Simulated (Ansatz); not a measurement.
Values for one crystal, relaxed and computed with DFT-PBE in the program Ansatz with PAW potentials; other levels are named.

```yaml
volume_per_atom: 10.65 Å³
band_gap: 4.03 eV (direct)
conduction_band_minimum: at Γ
Pressure derivative B′: 3.9
electron_effective_mass: 0.29 mₑ (isotropic)
hole_effective_mass: 0.24, 4.6, 4.6 mₑ (principal values)
Bulk modulus (Birch–Murnaghan fit): 192 GPa
```

Task: Pick the material that matches.
A) AlN, wurtzite
B) SiC, wurtzite
C) KI, rock salt
D) BeS, C2/c (Be on 4d, S on 4e)

Result: A, AlN, wurtzite

Space group P6_3mc (wurtzite). The PBE relaxation kept the symmetry of its start.

Potentials: the later of the program's two PAW sets.
